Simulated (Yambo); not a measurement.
G0W0@PBEsol for CsNbP$_{2}$O$_{8}$ (space group C2/m, No. 12) in Yambo. Reference settings: 2×2×1 Γ-centred k mesh, bands 2 to 295 and a 7 Ry block in the screening, 295 bands in G with the Bruneval-Gonze terminator, plasmon pole fitted at 27.2 eV. The PBEsol gap (-0.5, -0.5, 0) → Γ on this mesh is 2.65 eV; G0W0 gaps are taken between the same points.

```tsv
change from the reference	G0W0 gap (-0.5, -0.5, 0) → Γ (eV)	shift of the valence edge (eV)
reference settings	5.01	-0.96
pole fitted at 10 eV	4.95	-0.85
116 bands in W, 116 bands in G	5.20	-0.80
142 bands in W	5.10	-0.86
no terminator	5.03	-0.76
3 Ry block	(withheld)	-1.01
116 bands in G, no terminator	5.27	-0.36
6 Ry block	5.01	-0.94
```

**Question.** Estimate the withheld gaps from the other rows; the computed values follow.

**Answer.** 
- 3 Ry block, G0W0 gap (-0.5, -0.5, 0) → Γ (eV): 5.21

The reference isn't shown to be the converged limit.

Spin-orbit coupling is not included.

Geometry of the Materials Project entry, not relaxed at this level; primitive cell a = b = 5.101 Å, c = 8.774 Å, α = β = 92.92°, γ = 62.09°.

A shift is the quasiparticle energy of the state minus its PBEsol energy.
